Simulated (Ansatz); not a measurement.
**K2TeBr6: input and output**

The input, for Ansatz 0.2.0 (plane waves, PAW):

```yaml
crystal:
  lattice:
    - [0.0, 5.411866, 5.411866]
    - [5.411866, 0.0, 5.411866]
    - [5.411866, 5.411866, 0.0]
  atoms:
    - { symbol: Br, position: [0.7518, 0.2482, 0.2482] }
    - { symbol: Br, position: [0.2482, 0.7518, 0.2482] }
    - { symbol: Br, position: [0.2482, 0.7518, 0.7518] }
    - { symbol: Br, position: [0.7518, 0.2482, 0.7518] }
    - { symbol: Br, position: [0.2482, 0.2482, 0.7518] }
    - { symbol: Br, position: [0.7518, 0.7518, 0.2482] }
    - { symbol: Te, position: [0.0, 0.0, 0.0] }
    - { symbol: K, position: [0.25, 0.25, 0.25] }
    - { symbol: K, position: [0.75, 0.75, 0.75] }
  symmetry: { tolerance: 0.0003 }
kpoints:
  mp_grid: { grid: [4, 4, 4], shift: [0, 0, 0] }
  band_path:
    path:
      - [0.0, 0.0, 0.0]
      - [0.5, 0.0, 0.5]
      - [0.625, 0.25, 0.625]
      - [0.375, 0.375, 0.75]
      - [0.0, 0.0, 0.0]
      - [0.5, 0.5, 0.5]
      - [0.5, 0.25, 0.75]
      - [0.5, 0.0, 0.5]
    npoints: 8
magnetization:
  spin_polarized: false
scf:
  occupations: { method: gaussian, width: 0.0218 }
  lower_state_search: "off"
  max_iter: 200
hamiltonian:
  pseudopotentials: { kind: paw }
  xc: r2scan
basis:
  ecutwfc: 500
  fft_grid_basis: typed
output:
  forces: true
  stress: true
  eigenvalues: true
  bader: true
  populations: true
  elf: true
  write_potential: true
  volumetric_format: npy
  dos:
    e_range: [-12, 8]
    de: 0.05
    projected: { site_lists: { Br: [Br], K: [K], Te: [Te] } }
checkpoint:
  read: saved_state
```

The saved state is an earlier solution for the same cell, perhaps on another mesh. 

Output (shortened):

```
Pseudopotentials: kind: paw
Pseudopotential: Br, paw, valence charge 7, recommended cutoff 500 eV (meta_gga), Br.paw.azcp
Pseudopotential: Te, paw, valence charge 16, recommended cutoff 500 eV (meta_gga), Te.paw.azcp
Pseudopotential: K, paw, valence charge 9, recommended cutoff 500 eV (meta_gga), K.paw.azcp
Functional definition: r2SCAN
  exchange = r2scan_x(k0 = k0, k1 = k1, a1 = a1)
  correlation = r2scan_c
Crystal: 9 atoms, lattice volume = 317.009 Å³
Basis set: ecut = 500 eV, 7991 PW (Γ), exchange–correlation on 240×240×240 points (64 copies of the dense FFT grid, shifted against one another)
Bands: 47, of which v1, the nominal top of the filled ones, is band 38 counted from 1 (37 counted from 0)
Symmetry: 48 space group operations
Space group: Fm-3m (ITA 225), of the structure as read, at distance tolerance 2.0e-3 Å
k-points: 8 of 64
Initial density: read from a saved state, or passed on in memory by an earlier SCF of this step, an earlier step, the calling program or the single point that the run made first
Functional: x = r2scan, c = r2scan; τ floored in thin density (d = 2e-4 eV/Å³)
SCF iter   1: F=-26847.1542 eV  Δρ=3.54e-4  dr2=1.08e-4  dr2_τ=1.23e-4
SCF iter   2: F=-26847.1543 eV  Δρ=1.93e-4  dr2=4.04e-5  dr2_τ=3.87e-5
SCF iter   3: F=-26847.1545 eV  Δρ=3.83e-5  dr2=5.88e-6  dr2_τ=1.76e-6
SCF iter   4: F=-26847.1545 eV  Δρ=1.67e-5  dr2=8.57e-7  dr2_τ=9.79e-8
SCF iter   5: F=-26847.1545 eV  Δρ=4.04e-6  dr2=1.43e-7  dr2_τ=3.66e-9
SCF iter   6: F=-26847.1545 eV  Δρ=1.06e-6  dr2=4.45e-9  dr2_τ=1.59e-9
Free energy (F): -26847.1545 eV
Harris-Foulkes:  -26847.1545 eV  (|F-HF|=3.50e-9)
Internal energy: -26847.1545 eV  (E = F + TS)
E sigma→0 (E₀):  -26847.1545 eV
Fermi energy:    3.4131 eV
--- Stress (GPa, compression-positive) ---
        0.3483       0.0000       0.0000
        0.0000       0.3483       0.0000
        0.0000       0.0000       0.3483
  P = ⅓ Tr σ = 0.3483 GPa (3.483 kbar)
--- Löwdin populations: 9 sites ---
  site symbol       q [e]
     0     Br      7.3860
     1     Br      7.3860
     2     Br      7.3860
     3     Br      7.3860
     4     Br      7.3860
     5     Br      7.3860
     6     Te     14.8257
     7      K      8.2698
     8      K      8.2698
  spilling = 0.0042 (of n_electrons = 76.0000)
--- Bader charges: 9 sites ---
  site symbol  charge [e]  shift [e]
     0     Br     -0.5440     0.0000
     1     Br     -0.5440     0.0000
     2     Br     -0.5440     0.0000
     3     Br     -0.5440     0.0000
     4     Br     -0.5440     0.0000
     5     Br     -0.5440     0.0000
     6     Te      1.4545     0.0000
     7      K      0.9047     0.0000
     8      K      0.9047     0.0000
```

Origin: a database entry at a rescaled volume.
